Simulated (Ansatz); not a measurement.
# How far is PAW off for Sc?

```
Sc
1.0
     0.00000    2.27050    2.27050
     2.27050    0.00000    2.27050
     2.27050    2.27050    0.00000
Sc
1
Direct
  0.00000 0.00000 0.00000
```

The cell is COD entry 9008483, as deposited and not checked against the literature; nothing was relaxed.

Spin polarisation is left out, and whether a magnetic state lies lower isn't shown here.

Methods: DFT, PBEsol, PAW with Ansatz's default frozen-core files, scalar-relativistic (Ansatz 0.2.0); DFT, PBEsol, all-electron PAW with datasets made for the crystal, scalar-relativistic (Ansatz 0.2.0); DFT, PBEsol, all-electron LAPW, scalar-relativistic (Ansatz 0.2.0).

For PAW: a Γ-centred 12×12×12 k mesh, Fermi–Dirac smearing of 0.03 eV, cutoff 420 eV, no spin polarisation; the PAW files were made with PBE, and the program remakes their frozen cores for this functional. The crystal-made all-electron datasets (AE datasets) take a cutoff of 220 eV at this cell. LAPW targets a basis error of 0.25 meV/atom. The Ansatz runs share mesh, smearing and spin set-up. Plane-wave (PAW) pressures include the program's estimate of the Pulay term.

Stress and pressure are positive in compression.

Levels count from the Fermi level.

| quantity | PAW | AE datasets | LAPW |
| --- | --- | --- | --- |
| pressure (GPa) | 0.47 | 0.47 | 0.47 |
| highest filled level at Γ (eV) | -5.287 | -5.287 | -5.287 |
| lowest empty level at Γ (eV) | 1.648 | 1.647 | 1.647 |
| highest filled level at X (eV) | -0.705 | -0.706 | -0.706 |
| lowest empty level at X (eV) | 2.094 | 2.097 | 2.097 |
